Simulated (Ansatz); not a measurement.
Starting cell, TaN (rock salt):

```
TaN
1.0
    0.00000     4.37561     4.37561
    2.18780     0.00000     2.18780
    2.18780     2.18780     0.00000
N Ta
2 2
Direct
  0.00000   0.00000   0.00000
  0.50000   0.00000   0.00000
  0.25000   0.50000   0.50000
  0.75000   0.50000   0.50000
```

In this cell atom 1 (N, nearest neighbour Ta at 2.188 Å; its periodic images, 3.1 Å or more away, move with it) is moved by s along Cartesian x, unit vector (1.000, 0.000, 0.000); all other atoms and the cell stay fixed.

The numbers are results of PBEsol (plane waves to 420 eV, PAW, scalar-relativistic; Ansatz, a quantum-chemistry and plane-wave program), not measurements. k mesh 15×15×15 (Γ-centred), Fermi-Dirac smearing 0.05 eV. The energy includes the smearing's −TS. With partly filled bands, energies and forces of such displacements shift with the k mesh and the smearing. Spin-orbit coupling is left out, though Ta is heavy. TaN is run without spin polarisation. TaN was relaxed with its symmetry unable to fall. This is a high-temperature form of TaN. The zero of ΔE is the undisplaced structure.

The scan covers s from -0.220 to 0.220 Å in 11 points.

Task: Is this a single well or a double well?

Result: A single well with its minimum at or next to zero displacement.

Task: Is the energy the same for equal positive and negative displacements?

Result: Even: the same for both signs. With its periodic images moving along, the atom's site symmetry in this cell is -3m.

Task: What is the force constant k = d²E/ds² of this move at s = 0?

Result: 12.5 eV/Å².

(For displaced atoms, the force is minus the slope of the energy, and its curvature is a force constant, which sets phonon frequencies.)
